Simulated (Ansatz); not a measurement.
**Property card for TaSi**

TaSi:
```
TaSi
1.0
    3.04558     0.00000     0.00000
   -1.52279     2.63755     0.00000
    0.00000     0.00000     4.00672
Ta Si
1 1
Direct
  0.00000   0.00000   0.00000
  0.66667   0.33333   0.50000
```

Space group P-6m2 (No. 187); conventional cell a = b = 3.0456 Å, c = 4.0067 Å, α = β = 90.00°, γ = 120.00°.

Method: PBE in the plane-wave PAW code Ansatz. Geometry: relaxed at this level of theory. Other levels are named where they apply.

**Cell and energy**

```yaml
volume_per_atom: 16.09 Å³
density: 10.78 g/cm³
Formation energy from the elements (no fitted shifts): -0.28 eV/atom
```

**Electronic structure**

```yaml
electronic_character: metallic (no gap)
Density of states at the Fermi level: 0.39 states/eV per atom (mean over ±0.08 eV)
```

**Mechanics**

```yaml
Bulk modulus (Birch–Murnaghan fit): 176 GPa
Pressure derivative B′: 4.1
```

The cell is a constructed one: a structure type filled with these elements; neither database checked (COD, Materials Project) lists it. Its standing as an ambient phase is unchecked. The PBE relaxation kept the symmetry of its start; whether a distortion lowers the energy is not shown. The run is not spin-polarised. The references are the lowest solids computed at this level, not always the standard phases. Spin–orbit coupling is left out wherever it is not named.

Potentials: the later of the program's two PAW sets.
